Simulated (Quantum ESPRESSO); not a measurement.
# W3Sn2RuAl2: one composition in several site orders

A calculation, not a measurement. The program is pw.x of Quantum ESPRESSO 7.5 (plane-wave density functional theory). The cell is made up: eight metal atoms on a hexagonal close-packed lattice, with elements, volume, strain and displacements drawn at random and not relaxed, so it may be unstable or far from any real phase. PseudoDojo standard norm-conserving files set the functional (PBE unless stated); there is no spin polarisation or spin-orbit coupling, the Fermi-Dirac width of 0.25 eV means electrons at about 2900 K, and the masses in the input are unused placeholders. The tin pseudopotential is less sure than most, with forces differing by about three percent from a second method on plain tin. Heavy elements are run without spin-orbit coupling, which real alloys of them have. A spin test at this wide smearing found no moment, but such smearing suppresses magnetism that the real alloy may have.

The runs put one composition on the sites in different orders. Cell, positions, cutoff, mesh and smearing stay as in the input of run 1; sites are counted in its order. Stress in the tables is positive in tension.

Input of run 1:

```
&control calculation='scf', pseudo_dir='./dojo.nc.sr.pbe.v0_5.standard.upf', outdir='./o', disk_io='minimal', tprnfor=.true., tstress=.true. /
&system ibrav=0, nat=8, ntyp=4, nbnd=59, ecutwfc=84.00895049, nosym=.true., tot_charge=0,
 occupations='smearing', smearing='fd', degauss=0.0183746611
/
&electrons conv_thr=1.470e-08, electron_maxstep=70, mixing_beta=0.5 /
ATOMIC_SPECIES
Al 1.0 Al.upf
Ru 1.0 Ru.upf
Sn 1.0 Sn.upf
W 1.0 W.upf
CELL_PARAMETERS angstrom
0.0222 0.0244 -4.7387
0.0102 5.067 -0.0266
5.9297 0.0118 -0.0279
ATOMIC_POSITIONS angstrom
W -0.1141 -0.0919 -0.0367
Sn 2.9215 0.0631 -0.0998
Ru 1.5504 2.5008 0.1118
W 4.4573 2.5062 0.0803
W 0.1087 1.6883 -2.4012
Al 2.935 1.7703 -2.3069
Al 1.5466 4.14 -2.2274
Sn 4.4419 4.1528 -2.4921
K_POINTS automatic
5 5 4 1 1 1
```

```
run  elements on sites 1 to 8  free energy less that of run 1 (eV)  -TS (eV)  pressure (GPa)  stress xx (GPa)  stress yy (GPa)  stress zz (GPa)  stress yz (GPa)  stress xz (GPa)  stress xy (GPa)  iterations
  1      W Sn Ru W W Al Al Sn                                0.000    -1.234           -5.83             7.45             7.48             2.56            -0.97            -0.63             0.20          13
  2      Sn Ru W Al Sn W W Al                                0.028    -1.346           -4.02             8.96             4.05            -0.97            -0.07             0.97            -0.75          14
  3      Al Ru W Sn Sn W Al W                                0.013    -1.215           -5.48             9.05             7.06             0.33             1.03            -0.83             1.84          14
  4      Ru Sn W Al W Al W Sn                               -0.009    -1.319           -5.46             8.37             7.21             0.78            -1.63            -2.48             1.76          14
  5      Ru W Sn W Al W Sn Al                                0.448    -1.344           -4.25             6.43             4.98             1.34            -1.43            -1.57             0.98          14
  6      Al Al Sn W W Sn W Ru                                0.692    -1.374           -4.66             6.99             5.72             1.28            -0.28             0.65             1.34          15
```

Forces Fx Fy Fz (eV/Å):

| site | run 1 | run 2 | run 3 | run 4 | run 5 | run 6 |
| --- | --- | --- | --- | --- | --- | --- |
| 1 | 0.85 0.89 0.16 | 0.59 -0.74 0.41 | 0.58 -0.06 -0.04 | -0.08 0.11 0.20 | -0.27 -0.05 0.07 | -0.32 0.40 0.15 |
| 2 | -0.90 -0.08 0.87 | 0.73 -0.45 0.56 | -0.06 -0.23 0.62 | -0.34 -0.41 1.49 | 1.94 0.26 1.23 | 1.01 -1.31 0.78 |
| 3 | -0.02 0.49 -0.09 | 0.29 0.23 -0.56 | -0.06 0.15 -0.31 | -0.67 0.21 -0.28 | -1.05 -0.57 -0.40 | -1.70 1.25 -0.78 |
| 4 | 1.07 -0.72 -0.75 | -1.21 -0.56 -0.61 | -1.14 0.19 -1.69 | 0.88 -1.03 -0.75 | -0.04 -0.46 -0.68 | 0.76 -0.50 -0.31 |
| 5 | -0.79 -1.48 0.06 | -0.92 0.40 0.81 | -0.17 -1.19 1.15 | 0.24 0.00 0.35 | -1.37 -1.04 0.45 | -1.20 -0.31 0.36 |
| 6 | -0.21 0.24 -0.42 | 0.83 0.06 -0.30 | 0.39 -0.26 -0.31 | -0.07 0.14 -0.31 | 1.56 -1.36 0.02 | 2.49 -1.70 -0.04 |
| 7 | -1.38 -0.01 -1.00 | 0.90 0.41 -0.73 | 0.70 0.57 -0.28 | -1.40 -0.02 -1.32 | -1.08 2.58 -1.29 | -1.18 1.77 -0.17 |
| 8 | 1.39 0.67 1.17 | -1.21 0.65 0.41 | -0.25 0.84 0.86 | 1.44 1.00 0.62 | 0.32 0.64 0.60 | 0.14 0.40 0.02 |

The sites are displaced and not relaxed, so the energy differences hold strain from misfit and are not ordering energies. A rerun of one cell of this series at a higher cutoff and on a denser mesh moved values by no more than 0.003 eV in energy, 0.14 GPa in stress and 0.011 eV/Å in force, and a second program with other atomic files agreed on that cell to 2 % rms in force and 0.5 GPa in pressure.